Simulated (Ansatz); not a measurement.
Space group P6_3mc (No. 186). a = 3.078 Å, b = 3.078 Å, c = 10.077 Å, α = 90.00°, β = 90.00°, γ = 120.00°
```csv
atom,site,symmetry,x,y,z
Si,2b,3m.,0.6667,0.3333,0.9378
Si,2a,3m.,0.0000,0.0000,0.6879
C,2b,3m.,0.6667,0.3333,0.7498
C,2a,3m.,0.0000,0.0000,0.5005
```

Equation of state of this SiC structure (not necessarily the ground state), with shape and atoms relaxed at each volume where symmetry leaves them free. Method: Ansatz, DFT r2SCAN, scalar-relativistic, plane waves, PAW.

Plane waves to 500 eV, a k mesh through Γ of 12×12×4 on the computed 8-atom cell and Gaussian smearing (0.02 eV); no spin polarisation.

```json
{"V (Å³/atom)": "9.092", "E − E(largest V) (meV/atom)": "67.00", "P (GPa)": "37.16", "gap on mesh (eV)": "2.65"}
{"V (Å³/atom)": "9.402", "E − E(largest V) (meV/atom)": "6.45", "P (GPa)": "25.73", "gap on mesh (eV)": "2.64"}
{"V (Å³/atom)": "9.712", "E − E(largest V) (meV/atom)": "-33.56", "P (GPa)": "15.87", "gap on mesh (eV)": "2.63"}
{"V (Å³/atom)": "10.022", "E − E(largest V) (meV/atom)": "-55.82", "P (GPa)": "7.36", "gap on mesh (eV)": "2.61"}
{"V (Å³/atom)": "10.332", "E − E(largest V) (meV/atom)": "-62.76", "P (GPa)": "0.00", "gap on mesh (eV)": "2.60"}
{"V (Å³/atom)": "10.642", "E − E(largest V) (meV/atom)": "-56.46", "P (GPa)": "-6.35", "gap on mesh (eV)": "2.58"}
{"V (Å³/atom)": "10.952", "E − E(largest V) (meV/atom)": "-38.74", "P (GPa)": "-11.84", "gap on mesh (eV)": "2.57"}
{"V (Å³/atom)": "11.365", "E − E(largest V) (meV/atom)": "0.00", "P (GPa)": "-17.99", "gap on mesh (eV)": "2.54"}
```

Fit a third-order Birch–Murnaghan equation to E(V).

V0 = 10.33 Å³/atom, B0 = 227 GPa, B0' = 3.9.